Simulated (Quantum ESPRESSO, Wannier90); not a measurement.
**Wannierisation of Zn2SeS (R3m)**

```
Zn2SeS
1.0
   -1.95375     3.38399     0.00000
   -3.90750     0.00000     0.00000
   -1.95375     1.12800     6.38365
Zn Se S
2 1 1
Direct
  0.99626   0.99626   0.01121
  0.50363   0.50363   0.48911
  0.37548   0.37548   0.87356
  0.87465   0.87465   0.37604
```

Materials Project entry mp-1215446; symmetrised, unrelaxed at this level. Not found in the COD (Crystallography Open Database) copy used; not checked further. Computed values, not measurements, from PBEsol: Quantum ESPRESSO (norm-conserving PseudoDojo potentials, cutoff 69 Ry, no spin polarisation, no spin-orbit coupling) on a Γ-centred 6×6×6 mesh, then Wannier90. Density: 10×10×10 mesh, cold smearing 0.01 Ry. Spin-orbit coupling, left out, would split the p-like bands by a few tenths of an eV.

Energies are relative to the valence-band maximum.

**Bands.** A Kohn-Sham gap of 1.37 eV opens above band 31. 6 filled groups are cut off by gaps; the highest, bands 26–31, spans -5.51 to 0.00 eV and is Se 4p 39 %, S 3p 38 %, Zn 3d 9 %.

**Valence functions.** The best of several starts gives 8 functions with Ω_total = 19.17 Å², 96 % of it gauge-invariant: 3 of 2.38 Å² at 0.71 Å from Se; 4 of 2.36 Å² at 0.66 Å from S; 1 of 2.59 Å² at 0.69 Å from Se.

**Model.** 16 functions (Zn sp, Se sp, S sp) from bands 14-15,26-53, frozen to 2.87 eV, reach Ω_I = 25.91 Å² and follow pw.x to 5.8 meV rms (states up to 2.4 eV relative to the valence-band maximum). Bands 16–25 (Zn 3d 94 %) lie between the kept ones and are excluded.

**Frozen window.** Edge, Ω_I and misfit go -0.1 eV, 25.68 Å², 20 meV; 2.9 eV, 25.91 Å², 5.8 meV; 3.9 eV, 28.45 Å², 6.7 meV; 6.9 eV, 36.68 Å², 9.3 meV. Ω_I never falls as the edge rises, since each frozen state takes freedom from the choice of the smoothest subspace. The edges under the compared range leave its upper states unfrozen, and their misfit is the largest.

**No window.** Without a frozen window Ω_I drops to 24.85 Å² while the misfit grows to 194 meV: a small spread is no proof of good bands.

**Outer window.** The setting "outer window to 11.48 eV" raises Ω_I to 41.45 Å², as fewer states are left to mix in, and the misfit goes to 14 meV.

**Stops.** With the frozen window to 9.78 eV the program stops (More states in the frozen window than target WFs). With the outer window to 10.18 eV the program stops (Energy window contains fewer states than number of target WFs).
